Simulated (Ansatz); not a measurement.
MoN$_{2}$:
```
CELL_PARAMETERS angstrom
      4.31879     0.00000     0.00000
      0.00000     4.31879     0.00000
      0.00000     0.00000     2.73946
ATOMIC_POSITIONS crystal
  Mo 0.50000 0.50000 0.00000
  Mo 0.00000 0.00000 0.00000
  N  0.88788 0.38788 0.50000
  N  0.11212 0.61212 0.50000
  N  0.61212 0.88788 0.50000
  N  0.38788 0.11212 0.50000
```

Relaxed with r²SCAN.

Q: Map the electron localisation function on the plane through (0.500, 0.500, 0.000) spanned by u = [1, 0, 1] and v = [0, 1, 1] in lattice vectors, from the program Ansatz at the r²SCAN level (PAW).

A: x is the fraction of u, y of v (the angle between them is 73°; rows are the nearest grid lines); atoms in the plane: Mo at (0.00, 0.00), Mo at (0.50, 0.50), N at (0.11, 0.39), N at (0.89, 0.61).
```
|247852268877999778862258742|
|457862269976799877652147864|
|778752158987678654421125787|
|888741138998777532100002478|
|234431123688986410002454212|
|211222222235665200025788752|
|621112221111222100257899996|
|841011221112221101478778998|
|852001123445654201589732588|
|763100124677887521489820157|
|774321114788778741279951157|
|987654213787546873159985579|
|975589951378645787312456789|
|751159972147877887411123477|
|751028984125788776421001367|
|885237985102456544321100258|
|899877874101122211122110148|
|699998752001222111122211126|
|257887520002566532222222112|
|212454200014689886321134432|
|874200001235777899831147888|
|787521124456876789851257877|
|468741256778997679962268754|
|247852268877999778862258742|
```
Scale: ten equal steps from 0.038 (start of '0') to 0.873 (end of '9'), in the order '0123456789'; x runs from 0.000 to 1.00, y from 0.000 (bottom) to 1.00 (top).

The density is the valence pseudo-density with augmentation charge, so density and ELF within about 1 Å of a nucleus are not all-electron values.

Space group P4/mbm. The workflow started from a Materials Project entry (that database holds measured and hypothetical structures alike); the Crystallography Open Database copy checked does not list it. Its standing as an ambient phase is unchecked. The r²SCAN relaxation kept the symmetry of its start; whether a distortion lowers the energy is not shown. No spin polarisation was allowed.

Potentials: the later of the program's two PAW sets.
